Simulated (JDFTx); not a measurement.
**Report: TiAl(001) in implicit electrolytes**

System: TiAl(001) (P4/mmm bulk; lattice of mp-1953, not re-optimised at this level), 1x1 cell of 3 atoms in 3 planes (Al outermost, slab composition TiAl2), area 7.90 Å² a face, 4.0 Å between the outermost planes in a cell 20.1 Å high; k mesh 8×8×1, Fermi width 0.01 Ha, no spin polarisation. Whether this polymorph is the ambient one wasn't checked. Neither spin polarisation nor a larger cell was tried.

Method: PBE, GBRV ultrasoft potentials, plane waves to 20/100 Ha, in JDFTx (a modified build). Outer atoms relaxed in vacuum, keeping the start's symmetry. The same nuclei were then put into each liquid, at zero charge and at set potentials or charges. The model has bare, unreconstructed faces and no explicit solvent. Potentials are on the SHE scale by the convention U = −μ/e − 4.44 V; references calibrated for a solvation model differ from this value. Convergence in thickness and k mesh wasn't tested for this slab.

In vacuum the work function is 4.31 eV, which would put the uncharged electrode at -0.13 V vs SHE if the liquid did nothing. Each liquid moves the Fermi level of the neutral slab, now counted from the bulk liquid: linear PCM (GLSSA13), water, 1 M KCl by 0.32 eV, to a potential of zero charge of -0.46 V; soft-sphere model, water, 1 M KCl by 0.47 eV, to a potential of zero charge of -0.60 V. The models of water differ by 0.15 V among themselves.

Charging:

| liquid | U − U_pzc (V) | σ (μC/cm²) | σ/(U − U_pzc) (μF/cm²) | Δγ (mJ/m²) |
|---|---|---|---|---|
| linear PCM (GLSSA13), water | -0.89 | -14.1 | 16 | -67 |
| linear PCM (GLSSA13), water | -0.14 | -2.7 | 19 | -2 |
| linear PCM (GLSSA13), water | 0.16 | 3.2 | 20 | -2 |
| linear PCM (GLSSA13), water | 0.35 | 8.0 | 23 | -13 |
| linear PCM (GLSSA13), water | 0.51 | 13.0 | 26 | -29 |
| soft-sphere model, water | -0.30 | -7.3 | 25 | -11 |
| soft-sphere model, water | 0.60 | 13.0 | 22 | -40 |

The mean capacitance runs from 16 to 26 μF/cm². Δγ, the grand free energy per area against the neutral surface, is negative throughout, since charging at a held potential lowers it. The cavity function reaches one half at 2.7 Å (linear PCM (GLSSA13), water), 2.2 Å (soft-sphere model, water) above the top atoms; the models define their cavities differently. No specific adsorption of ions or solvent is in these numbers.
